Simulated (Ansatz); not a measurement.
Gd (hcp, Mg type)

```xyz
2
Lattice="3.6482 0.0000 0.0000 -1.8241 3.1594 0.0000 0.0000 0.0000 5.8343" Properties=species:S:1:pos:R:3 pbc="T T T"
Gd     0.0000     2.1063     4.3757
Gd     1.8241     1.0531     1.4586
```

The slice is a (1 -1 0 0) plane (indices of the conventional cell) through the point (0.333, 0.667, 0.750) (fractional), spanned by u = [110] and v = [001] in vectors of this cell: u (3.65 Å) and v (5.83 Å, at 90° to u). It covers one period; positions are fractions (u, v).

Level of theory: PBE (plane waves to 420 eV, PAW, scalar-relativistic; Ansatz, a program for electronic structure). k mesh 15×15×8. These are valence fields of a PAW run, semicore shells included where kept as valence: close to a nucleus they are smooth pseudo fields. Gd was relaxed with its symmetry unable to fall. Relaxed Gd ends ferromagnetic. The PAW data are Ansatz's earlier set. Other magnetic orders were not checked, so this need not be the ground state. The f-shell state is unchecked: a lower one may exist.

Three fields on this plane, each scaled to ten steps between its own extremes (0 low, 9 high; the total valence density on a logarithmic scale, the potential cut 8 eV below its top; x marks points blanked near nuclei; v = 0 in the bottom row):

Map A
```
|xxxx201102xxx|
|xxx40022004xx|
|xx4101441014x|
|2100034430001|
|1111223322111|
|5543110011345|
|8852000000258|
|9851001100158|
|9841013310148|
|9840024420048|
|9841013310148|
|9851001100158|
|8852000000258|
|5543110011345|
|1111223322111|
|2100034430001|
|xx4101441014x|
|xxx40022004xx|
|xxxx201102xxx|
|xxxx201102xxx|
```

Map B
```
|xxxx521125xxx|
|xxx92111129xx|
|xx9310000139x|
|6531000000135|
|3321000000123|
|3221000000122|
|3321100001123|
|4332122221233|
|4433346643334|
|4443369963344|
|4433346643334|
|4332122221233|
|3321100001123|
|3221000000122|
|3321000000123|
|6531000000135|
|xx9310000139x|
|xxx92111129xx|
|xxxx521125xxx|
|xxxx621126xxx|
```

Map C
```
|xxxx620026xxx|
|xxx94100149xx|
|xx9520000259x|
|6542000000245|
|2110000000011|
|0000000000000|
|0000122221000|
|0001245542100|
|0011368863110|
|0012479974210|
|0011368863110|
|0001245542100|
|0000122221000|
|0000000000000|
|2110000000011|
|6542000000245|
|xx9520000259x|
|xxx94100149xx|
|xxxx620026xxx|
|xxxx720027xxx|
```

**Question.** Assign the maps to these fields: ELF of the up spins; valence electron density; spin density, up minus down.

**Answer.** A is the ELF of the up spins; B is the spin density, up minus down; C is the valence electron density.
